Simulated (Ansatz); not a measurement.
Collinear states of NbAs

The calculation used DFT r2SCAN, scalar-relativistic, plane waves, PAW (Ansatz).

```
CELL_PARAMETERS angstrom
0.00000 2.87236 2.87236
2.87236 0.00000 2.87236
2.87236 2.87236 0.00000
ATOMIC_POSITIONS crystal
Nb 0.00000 0.00000 0.00000
As 0.25000 0.25000 0.25000
```

- plane-wave cutoff: 500 eV
- Γ-centred k-mesh: 12×12×12
- occupation rule: Gaussian smearing, 0.1 eV
- list of starting moments (μB, in atom order): 2.5 0
- check for lower electronic states after the SCF: off

All runs keep this geometry, which isn't relaxed for the lowest state (largest force there 0.110 eV/Å, pressure 3.7 GPa) and needn't be a stable compound; relaxing each order would shift the differences by some 9 meV/atom, going by the pressures and a bulk modulus of about 150 GPa. A propagation vector, in units of the reciprocal vectors, doubles the cell, which takes an equally dense mesh. r2SCAN tends to overstate moments in metals, so a weak moment here may be absent in the real material. Site moments are spin moments in atom-centred spheres that scale with the neighbour distance. The states are those that the runs reached from these starts; a lower one can exist.

Q: Starts tried: no spin; large parallel starting moments; antiferromagnetic, doubled cell, propagation vector (0, 0, 1/2). Which state comes out lowest, and what are the moments?

A: The lowest state is antiferromagnetic, reached from the start “antiferromagnetic, doubled cell, propagation vector (0, 0, 1/2)”, with site moments (μB) Nb +0.56, Nb -0.56.

| start | ends | energy above lowest (meV/atom) | site moments (μB) | gap on mesh (eV) | P (GPa) |
| --- | --- | --- | --- | --- | --- |
| no spin | non-magnetic | 28.7 | none over 0.05 | metal | 2.3 |
| large parallel starting moments | ferromagnetic | 9.28 | Nb +0.81 | metal | 4.8 |
| antiferromagnetic, doubled cell, propagation vector (0, 0, 1/2) | antiferromagnetic | 0.00 | Nb +0.56, Nb -0.56 | metal | 3.7 |

Cost: 3 runs of about 3.5 core-minutes in all, on Intel Xeon Processor @ 2.70GHz (shared hosts).